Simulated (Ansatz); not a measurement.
**4 guesses for Hf₂TaN₂ and where they end**

All numbers below come from Ansatz 0.2.0, DFT PBE, scalar-relativistic, plane waves, PAW. All cells share a 420 eV cutoff and Γ-centred k meshes spaced at most about 0.3 Å⁻¹ (about 0.25 or finer for metals, 2π included). No spin polarisation in the final relaxations.

Each guess was relaxed in cell and atoms at zero pressure, within the symmetry of its start. Temperature and zero-point effects are left out. Coordination counts N atoms around Hf and Ta (those within 1.25 times the shortest such distance or 1.15 times the sum of covalent radii; a plus sign parts nearer from farther groups; the shortest distance is added where it exceeds 1.18 times the sum of covalent radii).

```
guess      made from  start group  V start (Å³/atom)  end group  V end (Å³/atom)  coordination at the end  gap on mesh (eV)  E over the lowest end (meV/atom)
    1  CeMg2Si2 type       P4/mmm               16.8     P4/mmm             14.6    Hf 4, Ta 8 from 2.9 Å                 0                              1444
    2  CaZn2Ge2 type       I4/mmm               16.0          ?                ?                        ?                 ?                                 ?
    3    random cell         R-3m               15.8       R-3m             14.0               Hf 3, Ta 6                 0                                 0
    4   Er2SeO2 type        P-3m1               13.4      P-3m1             16.8  Hf 3+1, Ta 6 from 3.8 Å                 0                               307
```

Guess 2 as it starts:

Space group I4/mmm (No. 139). a = 4.009 Å, b = 4.009 Å, c = 9.967 Å, α = 90.00°, β = 90.00°, γ = 90.00°
```
atom  site  symmetry       x       y       z
  Hf    4d      -4m2  0.5000  0.0000  0.2500
  Ta    2a     4/mmm  0.0000  0.0000  0.0000
   N    4e       4mm  0.0000  0.0000  0.3826
```

Q: Fill in the missing row: what does this guess relax into, and where does it rank?

A: It ends in space group I4/mmm (No. 139), with a = 4.266 Å, c = 9.896 Å, 18.0 Å³/atom and no gap. It lies 278 meV/atom over the lowest end, above guess 3 and below guess 4. Counting N atoms around Hf and Ta, this end has Hf 4, Ta 2 and the lowest (guess 3) has Hf 3, Ta 6.

```xyz
5
Lattice="-2.1331 2.1331 4.9478 2.1331 -2.1331 4.9478 2.1331 2.1331 -4.9478" Properties=species:S:1:pos:R:3 pbc="T T T"
Hf    2.1331    0.0000    2.4739
Hf    0.0000    2.1331    2.4739
Ta    0.0000    0.0000    0.0000
N     0.0000    0.0000    2.0334
N     0.0000    0.0000    7.8622
```

The zero of energy is the elements' standard structures at the same level (N₂ as a molecule); no fitted shifts are applied.

Q: Is the lowest end bound against the elements?

A: Yes: its formation energy is −0.86 eV/atom. Whether it is stable depends on the other phases of the system, which aren't compared here.

Spin–orbit coupling, which can matter for Hf and Ta, is left out. Cells relaxed within their symmetry can be saddle points. A lower structure may well exist outside this small set. Some candidate types were left out of the draw beforehand, so a known form may be missing.
